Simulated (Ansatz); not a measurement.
Be:
```xyz
2
Lattice="0.0000 2.4377 2.4377 2.4377 0.0000 2.4377 2.4377 2.4377 0.0000" Properties=species:S:1:pos:R:3 pbc="T T T"
Be     0.0000     0.0000     0.0000
Be     1.2189     1.2189     1.2189
```

Relaxed with PBEsol. Special points in fractions of this cell's reciprocal vectors: Γ (0.000, 0.000, 0.000); X (0.500, 0.000, 0.500); U (0.625, 0.250, 0.625); K (0.375, 0.375, 0.750); L (0.500, 0.500, 0.500); W (0.500, 0.250, 0.750).

**Question.** List the band energies nearest the Fermi level at these points for PBEsol in the plane-wave PAW code Ansatz.

**Answer.** In eV from the Fermi level; about four levels below and three above (degenerate sets whole), none deeper than 8.9 eV; … stands for higher levels left out; points with the same levels are listed once.

```
k                    below           above
-  -----------------------  --------------
Γ                    -7.35  4.83 4.83 4.83
X              -2.41 -2.41     0.74 0.74 …
U        -2.12 -1.85 -1.50     1.33 6.69 …
L              -3.66 -3.56     3.08 3.08 …
W  -1.60 -1.60 -0.87 -0.87               …
```

Space group Fd-3m (diamond). The start of the workflow was typed in or built on a structure type; neither database checked (COD, Materials Project) lists it. It is not the phase usual at ambient conditions (space group No. 194). The cell was relaxed with PBEsol under the symmetry of its start. At this level the phase is mechanically unstable.

Potentials: the later of the program's two PAW sets.
